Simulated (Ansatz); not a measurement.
Simulated powder pattern, Ag Kα, λ = 0.560885 Å (kinematic, ideal powder, no thermal factors, no anomalous dispersion; the 30 strongest lines at most, above 1 %, up to 2θ = 30°):

```tsv
2θ (°)	I/Imax (%)
13.63	23
14.96	25
15.56	100
20.29	16
23.72	21
26.41	22
27.46	3.3
28.16	25
28.50	18
```

The pattern belongs to a structure relaxed with DFT-PBEsol in the program Ansatz with PAW potentials.

**Question.** Pick the material that matches.
A) Zr, hcp (Mg type)
B) Ga, hcp (Mg type)
C) Zn, hcp (Mg type)
D) Os, hcp (Mg type)

**Answer.** D, Os, hcp (Mg type)

**Question.** Give the lattice parameters.

**Answer.** a = 2.729 Å, c = 4.310 Å.

Space group P6_3/mmc (hcp (Mg type)). Symmetry was held in the PBEsol relaxation. No spin polarisation was allowed. Axis ratios of metals converge slowly with the k-mesh, so a and c are less sure than the volume. Spin–orbit coupling is left out wherever it is not named.

Potentials: the earlier of the program's two PAW sets. The files were generated under PBE; for other functionals the program regenerates the frozen cores, and for LDA and PBEsol the local potential too.
